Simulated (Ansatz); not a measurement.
Si2Mo in space group P6_222 (No. 180; Si on 6j, Mo on 3d), DFT-r²SCAN in the program Ansatz with PAW potentials, all energies at zero smearing, with the estimated change up to a 700 eV cutoff added, with one set of potentials and settings (totals compare only within such a set). Cell of 9 atoms (6 Si, 3 Mo): -18741.231 eV.

```tsv
element	reference phase	E (eV/atom)
Si	Fd-3m, 2 atoms in the cell	-639.0665
Mo	Im-3m, 1 atoms in the cell	-4967.6249
```

Formation energy per atom, worked out: (-18741.231 − 6×(-639.0665) − 3×(-4967.6249))/9 = -0.440 eV/atom (-42 kJ per mol of atoms), at 0 K, without zero-point energy or fitted corrections.

The workflow started from a Materials Project entry (that database holds measured and hypothetical structures alike); the Crystallography Open Database copy checked does not list it. It is not the phase usual at ambient conditions (space group No. 139). The r²SCAN relaxation kept the symmetry of its start; phonons on a q-mesh show no instability. No spin polarisation was allowed. The references are the lowest solids computed at this level, not always the standard phases.

Potentials: the earlier of the program's two PAW sets.
